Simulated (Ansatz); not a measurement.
One crystal and one scan (energy against volume) at two levels, PBE-D3(BJ) (plane waves to 420 eV, PAW, scalar-relativistic; Ansatz, a quantum-chemistry and plane-wave program) and PBEsol-D3(BJ) (plane waves to 420 eV, PAW, scalar-relativistic; Ansatz), each from its own relaxed cell and on its own mesh.

The crystal is C (graphite type, space group P6_3/mmc); the cell is scaled evenly about its relaxed volume V₀.

E stands for the smeared free energy. C was relaxed with its symmetry unable to fall. With the shape held, the modulus is that of even scaling; a crystal free to change shape is softer.

```json
[
 {"quantity": "Lattice constant a (Å)", "run 1": "2.458", "run 2": "2.465"},
 {"quantity": "Lattice constant c (Å)", "run 1": "6.565", "run 2": "6.730"},
 {"quantity": "Relaxed volume (Å³/atom)", "run 1": "8.59", "run 2": "8.85"},
 {"quantity": "Bulk modulus at fixed cell shape B₀ (third-order Birch-Murnaghan fit) (GPa)", "run 1": "302.3", "run 2": "290.5"},
 {"quantity": "Pressure derivative B₀′ (fit)", "run 1": "3.8", "run 2": "3.6"}
]
```

Question: Which run is which level?

Answer: Run 2 is PBE-D3(BJ), run 1 is PBEsol-D3(BJ). PBE-D3(BJ) gives the higher value for: lattice constant a; lattice constant c; relaxed volume. PBE-D3(BJ) gives the lower value for: bulk modulus at fixed cell shape B₀.

(A scan under strain: stresses follow from slopes of the energy per volume, elastic moduli from its curvatures.)
